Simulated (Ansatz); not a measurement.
Nb₂N (anti-CdI2 type, P-3m1) at seven volumes, DFT-PBEsol in the program Ansatz with PAW potentials, shape and atoms relaxed at each. One row is withheld.

```tsv
V (Å³/atom)	P (GPa)
12.233	28.98
12.636	17.63
13.039	8.02
13.443	0.00
13.846	-6.79
14.249	-12.53
14.653	?
```

**Question.** Fit the shown pressures and predict the withheld one.

**Answer.** Third-order Birch–Murnaghan: P = (3/2)B₀(x^(7/2) − x^(5/2))[1 + (3/4)(B′ − 4)(x − 1)] with x = (V₀/V)^(2/3). Least squares on the six rows gives V₀ = 13.442 Å³/atom, B₀ = 246.2 GPa, B′ = 4.70. At V = 14.653, x = 0.9441 and P = -17.35 GPa. The run itself gave -17.29 GPa.

The first step of the workflow began from a Materials Project structure, measured or hypothetical; the Crystallography Open Database copy checked does not list it. Its standing as an ambient phase is unchecked. The cell was relaxed with PBEsol under the symmetry of its start; whether a distortion lowers the energy is not shown. No spin polarisation was allowed.

Potentials: the later of the program's two PAW sets.
